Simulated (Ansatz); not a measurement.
Mg2SeS:
```
Mg2SeS
1.0
    4.09892     0.00000     0.00000
    0.00000     4.09892     0.00000
    0.00000     0.00000     5.78453
Mg Se S
2 1 1
Direct
  0.50000   0.00000   0.73687
  0.00000   0.50000   0.26313
  0.50000   0.50000   0.00000
  0.00000   0.00000   0.50000
```

x, y and z are the axes in which the lattice vectors are written.

Task: Give the proper piezoelectric stress tensor with relaxed ions from DFT-PBEsol in the program Ansatz with PAW potentials.

Result: In C/m², rows x, y, z, Voigt columns; mesh uncertainty up to 0.00.
```
 0.00   0.00   0.00   0.00  -0.27   0.00
 0.00   0.00   0.00   0.27   0.00   0.00
-0.28   0.28   0.00   0.00   0.00   0.00
```

The elastic tensor of the same run (GPa):

```json
[
 {"": "1", "1": "80.6", "2": "30.6", "3": "46.4", "4": "0.0", "5": "0.0", "6": "0.0"},
 {"": "2", "1": "30.6", "2": "80.6", "3": "46.4", "4": "0.0", "5": "0.0", "6": "0.0"},
 {"": "3", "1": "46.4", "2": "46.4", "3": "63.4", "4": "0.0", "5": "0.0", "6": "0.0"},
 {"": "4", "1": "0.0", "2": "0.0", "3": "0.0", "4": "24.4", "5": "0.0", "6": "0.0"},
 {"": "5", "1": "0.0", "2": "0.0", "3": "0.0", "4": "0.0", "5": "24.4", "6": "0.0"},
 {"": "6", "1": "0.0", "2": "0.0", "3": "0.0", "4": "0.0", "5": "0.0", "6": "9.3"}
]
```

Task: Convert to strain constants d = e·S.

Result: In pC/N:
```
  0.0    0.0    0.0    0.0  -10.9    0.0
  0.0    0.0    0.0   10.9    0.0    0.0
 -5.5    5.5    0.0    0.0    0.0    0.0
```

Space group P-4m2. The workflow started from a Materials Project entry (that database holds measured and hypothetical structures alike); the Crystallography Open Database copy checked does not list it. Its standing as an ambient phase is unchecked. Symmetry was held in the PBEsol relaxation; of distortions, only those at the zone centre were tested.

Potentials: the later of the program's two PAW sets.
